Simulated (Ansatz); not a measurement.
Problem. Each is relaxed and computed with PBEsol (plane waves, PAW; program Ansatz). Which is the only one with a gap?
(A) Y2C, R-3m (Y on 6c, C on 3a)
(B) ZnSnN2, R-3m (Zn on 3a, Sn on 3b, N on 6c)
(C) SnC, CsCl type
(D) SiGe, R-3m (Ge on 3a, Si on 3b)

Solution. B, ZnSnN2, R-3m (Zn on 3a, Sn on 3b, N on 6c). ZnSnN2: gap 0.68 eV (indirect); SnC: metal; SiGe: metal; Y2C: metal. Constructed cells (a structure type filled with these elements, in neither database checked): SnC, CsCl type. Typed or built starts, not in the databases checked: ZnSnN2, R-3m (Zn on 3a, Sn on 3b, N on 6c); SiGe, R-3m (Ge on 3a, Si on 3b). Standing as an ambient phase not checked: Y2C, R-3m (Y on 6c, C on 3a). Unstable at this level: ZnSnN2, R-3m (Zn on 3a, Sn on 3b, N on 6c); SnC, CsCl type. All cells were relaxed under the symmetry of their starts (and spin orders); stability against distortions was not tested throughout. Rows with no word on spin ran without spin polarisation. Spin–orbit coupling is left out wherever it is not named.

Potentials: the later of the program's two PAW sets.
